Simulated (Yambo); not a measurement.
Yambo run on SiO2 (space group Ima2, No. 46). The wavefunctions are PBEsol (pw.x of Quantum ESPRESSO, ONCV potentials, without SOC) ones on a 2×2×2 mesh (32 occupied bands); a = b = c = 7.0025 Å, α = 90.28°, β = 105.10°, γ = 137.28°.

Yambo input:

```
rim_cut
gw0
dyson
el_el_corr
HF_and_locXC
ppa
em1d
RandQpts= 1000000
RandGvec= 1 Ry
EXXRLvcs= 84 Ry
VXCRLvcs= 336 Ry
Chimod= "HARTREE"
% BndsRnXp
 1 | 304 |
%
NGsBlkXp= 7 Ry
% LongDrXp
 1.0 | 1.0 | 1.0 |
%
PPAPntXp= 27.2114 eV
% GbndRnge
 1 | 113 |
%
GTermKind= "BG"
DysSolver= "n"
ExtendOut
% QPkrange
 1 | 1 | 32 | 33 |
 4 | 4 | 32 | 32 |
%
```

k points by index: 1 = Γ, 4 = (0, -0.5, -0.5).

The o-*.qp file then holds:

```
#    K-point    Band    Eo [eV]    E [eV]    E-Eo [eV]    Vxc [eV]    Vnlxc [eV]    Sc|Eo [eV]    Sc|E [eV]    dSc/dw|Eo [eV]    Re(Z)    Im(Z)
#
    1    32    -0.244696    -2.199408    -1.954711    -19.47510    -25.41834    3.588939    3.988534    -5.562421    0.830277    -0.001029
    1    33    5.806185    6.892180    1.085996    -8.545167    -4.736991    -2.594974    -2.722180    -3.187146    0.895154    -0.677624E-3
    4    32    0.000000    -1.919548    -1.919548    -19.87426    -25.79377    3.608530    3.999957    -5.548528    0.830629    -0.001005
```
(The two width columns are left out.) Convergence of these settings isn't established.

Geometry of the Materials Project entry, not relaxed at this level.

This is not the ordinary phase of the substance; no match was found in the copy of COD used, and its stability was not checked.
